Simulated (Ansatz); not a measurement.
LaAg (CsCl type, Pm-3m) at seven volumes, LDA (plane waves, PAW; program Ansatz), scaled uniformly. One row is withheld.

```csv
V (Å³/atom),P (GPa)
23.165,?
23.929,4.50
24.692,2.07
25.456,0.00
26.220,-1.78
26.983,-3.30
27.747,-4.60
```

Task: Fit the shown pressures and predict the withheld one.

Result: P = (3/2)B₀(x^(7/2) − x^(5/2))[1 + (3/4)(B′ − 4)(x − 1)] with x = (V₀/V)^(2/3). Least squares on the six rows gives V₀ = 25.455 Å³/atom, B₀ = 63.9 GPa, B′ = 4.20. At V = 23.165, x = 1.0649 and P = 7.35 GPa. The run itself gave 7.34 GPa.

The workflow started from an entry of the Crystallography Open Database (COD). Its standing as an ambient phase is unchecked. The cell was relaxed with LDA under the symmetry of its start; of distortions, only those at the zone centre were tested. The run is not spin-polarised. Scalar-relativistic: spin–orbit coupling is off unless named, which matters more the heavier the elements.

Potentials: the later of the program's two PAW sets.
